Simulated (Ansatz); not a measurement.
**Ansatz run, YAl2Ge2**

The input, for Ansatz 0.2.0 (plane waves, PAW):

```yaml
crystal:
  lattice:
    - [2.044058, 3.540412, 0.0]
    - [-2.044058, 3.540412, 0.0]
    - [0.0, 0.0, 7.101333]
  atoms:
    - { symbol: "Y", position: [0.0, 0.0, 0.0] }
    - { symbol: Ge, position: [0.33333, 0.33334, 0.2684] }
    - { symbol: Ge, position: [0.66667, 0.66666, 0.7316] }
    - { symbol: Al, position: [0.33333, 0.33334, 0.6383] }
    - { symbol: Al, position: [0.66667, 0.66666, 0.3617] }
  symmetry: { tolerance: 0.0003 }
kpoints:
  mp_grid: { grid: [10, 10, 5], shift: [0, 0, 0] }
  band_path:
    path:
      - [0.0, 0.0, 0.0]
      - [0.5, 0.5, 0.0]
      - [0.33333333, 0.66666667, 0.0]
      - [0.0, 0.0, 0.0]
      - [0.0, 0.0, 0.5]
      - [0.5, 0.5, 0.5]
      - [0.33333333, 0.66666667, 0.5]
      - [0.0, 0.0, 0.5]
      - [0.5, 0.5, 0.5]
      - [0.5, 0.5, 0.0]
      - [0.33333333, 0.66666667, 0.5]
    npoints: 6
magnetization:
  spin_polarized: false
scf:
  occupations: { method: fermi_dirac }
  lower_state_search: "off"
  max_iter: 200
hamiltonian:
  pseudopotentials: { kind: paw }
  xc: r2scan
basis:
  ecutwfc: 500
  fft_grid_basis: typed
output:
  forces: true
  stress: true
  eigenvalues: true
  bader: true
  populations: true
  elf: true
  write_potential: true
  volumetric_format: npy
  dos:
    e_range: [-12, 8]
    de: 0.05
    projected: { site_lists: { Al: [Al], Ge: [Ge], "Y": ["Y"] } }
checkpoint:
  read: saved_state
```

The saved state is an earlier solution for the same cell, perhaps on another mesh. 

Parts of the output:

```
SCF iter   1: F=-13548.6409 eV  Δρ=8.35e-4  dr2=1.12e-3  dr2_τ=2.72e-4
SCF iter   2: F=-13548.6414 eV  Δρ=5.35e-4  dr2=4.79e-4  dr2_τ=1.23e-5
SCF iter   3: F=-13548.6415 eV  Δρ=1.26e-4  dr2=2.90e-5  dr2_τ=1.59e-6
SCF iter   4: F=-13548.6415 eV  Δρ=7.13e-5  dr2=5.11e-6  dr2_τ=3.17e-7
SCF iter   5: F=-13548.6416 eV  Δρ=2.70e-5  dr2=8.71e-7  dr2_τ=2.40e-8
SCF iter   6: F=-13548.6416 eV  Δρ=7.29e-6  dr2=7.36e-8  dr2_τ=2.15e-9
Free energy (F): -13548.6416 eV
Harris-Foulkes:  -13548.6416 eV  (|F-HF|=8.21e-8)
Internal energy: -13548.5899 eV  (E = F + TS)
E sigma→0 (E₀):  -13548.6157 eV
Entropy (-TS):   -0.0517 eV (-10.334 meV/atom)
Fermi energy:    10.0661 eV
--- Forces (eV/Å), atoms counted from 1 ---
  atom   1  Y      0.0000     0.0000     0.0000
  atom   2  Ge     0.0000     0.0000    -0.4316
  atom   3  Ge     0.0000     0.0000     0.4316
  atom   4  Al     0.0000     0.0000    -0.1737
  atom   5  Al     0.0000     0.0000     0.1737
--- Stress (GPa, compression-positive) ---
        3.9116       0.0000       0.0000
        0.0000       3.9116       0.0000
        0.0000       0.0000      -3.9783
  P = ⅓ Tr σ = 1.2816 GPa (12.816 kbar)
--- Löwdin populations: 5 sites ---
  site symbol       q [e]
     0      Y     10.4061
     1     Ge     14.5886
     2     Ge     14.5886
     3     Al      2.6328
     4     Al      2.6328
  spilling = 0.0034 (of n_electrons = 45.0000)
--- Bader charges: 5 sites ---
  site symbol  charge [e]  shift [e]
     0      Y      1.6255     0.0000
     1     Ge     -2.6584     0.0021
     2     Ge     -2.6585     0.0021
     3     Al      1.8458     0.0021
     4     Al      1.8456     0.0021
```

Absolute energies hang on the potentials; compare differences alone.

Origin: a known structure type with other elements, at an estimated volume, so it need not be a known compound.
